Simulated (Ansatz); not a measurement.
A geometry of Si$_{2}$W away from equilibrium: step 3 of the relaxation of a relaxed Si2W cell displaced along its unstable phonon at q = Γ (64i cm⁻¹), largest move 0.15 Å. All values below come from PBE (plane waves to 420 eV, PAW, scalar-relativistic; Ansatz, a program for electronic structure). Γ-centred k-mesh 5×5×12 on the run's cell (coarser than for final values), Fermi–Dirac smearing 0.05 eV. The plane waves were selected for a different cell earlier on the path.

```yaml
crystal:
  lattice:
    - [6.43243, 0.00000, 0.00000]
    - [0.00000, 6.43243, 0.00000]
    - [0.00000, 0.00000, 2.74592]
  atoms:
    - { symbol: W, position: [0.50000, 0.50000, 0.59143] }
    - { symbol: W, position: [0.00000, 0.00000, 0.90857] }
    - { symbol: Si, position: [0.76638, 0.76638, 0.37622] }
    - { symbol: Si, position: [0.26638, 0.73362, 0.12378] }
    - { symbol: Si, position: [0.73362, 0.26638, 0.12378] }
    - { symbol: Si, position: [0.23362, 0.23362, 0.37622] }
```

Q: Give the Cartesian forces on all atoms (eV/Å).

A: 
```tsv
atom	Fx	Fy	Fz
W1	0.00	0.00	0.12
W2	0.00	0.00	-0.12
Si3	-0.18	-0.18	-0.26
Si4	-0.18	0.18	0.26
Si5	0.18	-0.18	0.26
Si6	0.18	0.18	-0.26
```

The path ends in P4/nmm (No. 129). No spin polarisation in the result.

The run could not lose the symmetry of its start, so the end can be a saddle point.

The end of the path is a generated cell of Si2W: the first start was made by placing the elements on the sites of a structure type, and the end was not matched to a known phase here, so it may be hypothetical. Known forms of Si2W include space group No. 139.
